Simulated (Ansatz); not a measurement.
Sb:
```cif
data_Sb6
_chemical_formula_sum 'Sb6'
_space_group_name_H-M_alt 'R-3m :H'
_space_group_IT_number 166
_space_group_name_Hall '-R 3 2"'
_cell_length_a 4.34172
_cell_length_b 4.34172
_cell_length_c 11.60754
_cell_angle_alpha 90.000
_cell_angle_beta 90.000
_cell_angle_gamma 120.000
loop_
_atom_site_label
_atom_site_type_symbol
_atom_site_symmetry_multiplicity
_atom_site_Wyckoff_symbol
_atom_site_fract_x
_atom_site_fract_y
_atom_site_fract_z
_atom_site_occupancy
Sb1 Sb 6 c 0.00000 0.00000 0.23134 1
```
(The calculation used a cell of 2 atoms; values per cell refer to that cell.)

Relaxed at zero pressure with plane-wave PAW r²SCAN (Ansatz code).

**Question.** The volume is raised by 9 % and shape and atoms relax at that volume. What pressure results, and how do the axes share the change?

**Answer.** -1.4 GPa; a 0.0 %, b 0.0 %, c 9.1 %; the energy rises by 16 meV/atom.

**Question.** Give the new structure.

**Answer.** 
Space group R-3m, hexagonal axes (No. 166); a = b = 4.340 Å, c = 12.665 Å, α = β = 90.00°, γ = 120.00°

```
atom  site  symmetry       x       y       z
----  ----  --------  ------  ------  ------
Sb      6c        3m  0.0000  0.0000  0.2262
```

The phase is kept; no other phase was compared at this pressure.

The r²SCAN relaxation kept the symmetry of its start; of distortions, only those at the zone centre were tested. Scalar-relativistic: spin–orbit coupling is off unless named, which matters more the heavier the elements.

Potentials: the later of the program's two PAW sets.
